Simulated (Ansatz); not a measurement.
Relaxed-ion elastic tensor of NaCl (rock salt, Fm-3m) in GPa (Voigt order), the program Ansatz at the LDA level (PAW); density 2.38 g/cm³, 20.39 Å³ per atom.

```
70.1  13.0  13.0   0.0   0.0   0.0
13.0  70.1  13.0   0.0   0.0   0.0
13.0  13.0  70.1   0.0   0.0   0.0
 0.0   0.0   0.0  12.9   0.0   0.0
 0.0   0.0   0.0   0.0  12.9   0.0
 0.0   0.0   0.0   0.0   0.0  12.9
```

### Question
Is the crystal mechanically stable?

### Answer
Yes: the smallest eigenvalue of C is 12.9 GPa.

### Question
Work out the Voigt, Reuss and Hill averages.

### Answer
K_V = 32.1, K_R = 32.1, K_H = 32.1; G_V = 19.2, G_R = 16.5, G_H = 17.9 GPa.

### Question
Give Young's modulus, Poisson's ratio, Pugh's ratio and the universal anisotropy index.

### Answer
E = 9KG/(3K + G) = 45.2 GPa; ν = 0.27; K/G = 1.80 (near the Pugh limit of 1.75, no verdict); A_U = 5G_V/G_R + K_V/K_R − 6 = 0.79.

### Question
Estimate the sound speeds and the Debye temperature.

### Answer
v_l = √((K + 4G/3)/ρ) = 4850 m/s, v_t = √(G/ρ) = 2740 m/s, mean 3050 m/s; Θ = (h/k)(3n/4πV)^(1/3) v_m = 332 K.

### Question
Give the Zener ratio and Young's modulus along [100], [110] and [111].

### Answer
A = 2C44/(C11 − C12) = 0.45; 1/E = S11 − 2(S11 − S12 − S44/2)Γ with Γ = 0, 1/4, 1/3 gives 66.0, 38.8, 34.2 GPa.

### Question
Solve the Christoffel equation for the three sound speeds along [100], [110], [111].

### Answer
Eigenvalues of C_ijkl n_j n_l equal ρv². In km/s, slowest first: [100] 2.33, 2.33, 5.43; [110] 2.33, 3.46, 4.79; [111] 3.13, 3.13, 4.55.

Symmetry was held in the LDA relaxation.

Potentials: the earlier of the program's two PAW sets. The files were generated under PBE; for other functionals the program regenerates the frozen cores, and for LDA and PBEsol the local potential too.
